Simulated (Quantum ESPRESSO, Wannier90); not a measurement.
# Wannierisation of CdSe (zinc blende)

```xyz
2
Lattice="0.0000 3.0703 3.0703 3.0703 0.0000 3.0703 3.0703 3.0703 0.0000" Properties=species:S:1:pos:R:3 pbc="T T T"
Cd     0.0000     0.0000     0.0000
Se     1.5351     1.5351     1.5351
```

Cell from Materials Project (mp-2691), symmetrised, no further relaxation. Not found in the COD (Crystallography Open Database) copy used, which has the formula in other groups; not checked further. Method: PBEsol plane waves in Quantum ESPRESSO 7.5 (PseudoDojo norm-conserving files, 82 Ry, no spin polarisation, no spin-orbit coupling), Bloch states on a 8×8×8 mesh through Γ, Wannier90 4.0.1. Density: 10×10×10 mesh, Gaussian smearing 0.01 Ry. Spin-orbit coupling, left out, would split the p-like bands by a few tenths of an eV.

Band 10 is isolated and gives one Wannier function a cell (Se2 4s 86 %, Cd1 5s 7 %, Cd1 4d 6 %; spread 1.42 Å²). Its on-site energy is ε = -12.116 eV relative to the valence-band maximum, and its hoppings t(R) = t(−R) to the nearer images are (images within this range that aren't listed have |t| under 5 meV):

```json
[
 {"R (lattice vectors; −R alike)": "0 0 1", "distance (Å)": "4.34", "t (eV)": "-0.029"},
 {"R (lattice vectors; −R alike)": "0 1 -1", "distance (Å)": "4.34", "t (eV)": "-0.029"},
 {"R (lattice vectors; −R alike)": "0 1 0", "distance (Å)": "4.34", "t (eV)": "-0.029"},
 {"R (lattice vectors; −R alike)": "1 -1 0", "distance (Å)": "4.34", "t (eV)": "-0.029"},
 {"R (lattice vectors; −R alike)": "1 0 -1", "distance (Å)": "4.34", "t (eV)": "-0.029"},
 {"R (lattice vectors; −R alike)": "1 0 0", "distance (Å)": "4.34", "t (eV)": "-0.029"}
]
```

Problem. Work out the band energy at Γ, X, U, K from these numbers.

Solution. For one orbital E(k) = ε + Σ_R 2 t(R) cos(2π k·R), the sum over the listed R.
- Γ, k = (0.000, 0.000, 0.000): E = -12.116 + (-0.029)·(12.00) = -12.46 eV; pw.x: -12.47 eV
- X, k = (-0.500, -0.500, 0.000): E = -12.116 + (-0.029)·(-4.00) = -12.00 eV; pw.x: -12.00 eV
- U, k = (-0.375, -0.375, 0.250): E = -12.116 + (-0.029)·(-3.66) = -12.01 eV; pw.x: -12.01 eV
- K, k = (-0.375, 0.000, 0.375): E = -12.116 + (-0.029)·(-3.66) = -12.01 eV; pw.x: -12.01 eV

At these points the listed shells miss the plane-wave band by up to 0.00 eV, of a width of 0.47 eV on the path. With all its hoppings the model misses the band by 0.0 meV at worst on the whole path; the listed shells hold nearly all of the dispersion.
